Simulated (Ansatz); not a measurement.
CaAl$_{2}$O$_{4}$:
```
CaAl2O4
1.0
    8.74420     0.00000     0.00000
   -4.37210     7.57270     0.00000
    0.00000     0.00000     8.09628
Ca Al O
6 12 24
Direct
  0.00000   0.00000   0.73217
  0.00000   0.00000   0.23217
  0.66667   0.33333   0.23522
  0.33333   0.66667   0.73522
  0.66667   0.33333   0.80299
  0.33333   0.66667   0.30299
  0.34192   0.31414   0.54391
  0.02778   0.34192   0.04391
  0.68586   0.02778   0.54391
  0.65808   0.68586   0.04391
  0.97222   0.65808   0.54391
  0.31414   0.97222   0.04391
  0.97933   0.66075   0.93715
  0.31858   0.97933   0.43715
  0.33925   0.31858   0.93715
  0.02067   0.33925   0.43715
  0.68142   0.02067   0.93715
  0.66075   0.68142   0.43715
  0.58275   0.79188   0.90906
  0.79087   0.58275   0.40906
  0.20812   0.79087   0.90906
  0.41725   0.20812   0.40906
  0.20913   0.41725   0.90906
  0.79188   0.20913   0.40906
  0.44700   0.54545   0.51912
  0.90155   0.44700   0.01912
  0.45455   0.90155   0.51912
  0.55300   0.45455   0.01912
  0.09845   0.55300   0.51912
  0.54545   0.09845   0.01912
  0.26216   0.87853   0.24133
  0.38363   0.26216   0.74133
  0.12147   0.38363   0.24133
  0.73784   0.12147   0.74133
  0.61637   0.73784   0.24133
  0.87853   0.61637   0.74133
  0.88659   0.11101   0.03539
  0.77558   0.88659   0.53539
  0.88899   0.77558   0.03539
  0.11341   0.88899   0.53539
  0.22442   0.11341   0.03539
  0.11101   0.22442   0.53539
```

Cartesian axes are those of the cell as given.

Give the proper piezoelectric stress tensor with relaxed ions from plane-wave PAW r²SCAN (Ansatz code).

In C/m², rows x, y, z, Voigt columns; mesh uncertainty up to 0.00.
```
 0.00   0.00   0.00   0.00  -0.49   0.00
 0.00   0.00   0.00  -0.49   0.00   0.00
-0.22  -0.22  -0.52   0.00   0.00   0.00
```

The elastic tensor of the same run (GPa):

|  | 1 | 2 | 3 | 4 | 5 | 6 |
|---|---|---|---|---|---|---|
| 1 | 176 | 83.6 | 40.0 | 0.0 | 0.0 | 0.0 |
| 2 | 83.6 | 176 | 40.0 | 0.0 | 0.0 | 0.0 |
| 3 | 40.0 | 40.0 | 116 | 0.0 | 0.0 | 0.0 |
| 4 | 0.0 | 0.0 | 0.0 | 43.0 | 0.0 | 0.0 |
| 5 | 0.0 | 0.0 | 0.0 | 0.0 | 43.0 | 0.0 |
| 6 | 0.0 | 0.0 | 0.0 | 0.0 | 0.0 | 46.2 |

Convert to strain constants d = e·S.

In pC/N:
```
  0.0    0.0    0.0   -0.1  -11.3    0.0
  0.0    0.0    0.0  -11.3    0.1    0.0
 -0.2   -0.2   -4.4    0.0    0.0    0.0
```

Space group P6_3. The workflow started from a Materials Project entry (that database holds measured and hypothetical structures alike); the Crystallography Open Database copy checked does not list it. COD files the formula under space group No. 14, so this cell is another polymorph or a model. Whether it is the stable phase at ambient conditions was not checked. The cell was relaxed with r²SCAN under the symmetry of its start; its stability against distortions is not shown here.

Potentials: the earlier of the program's two PAW sets.
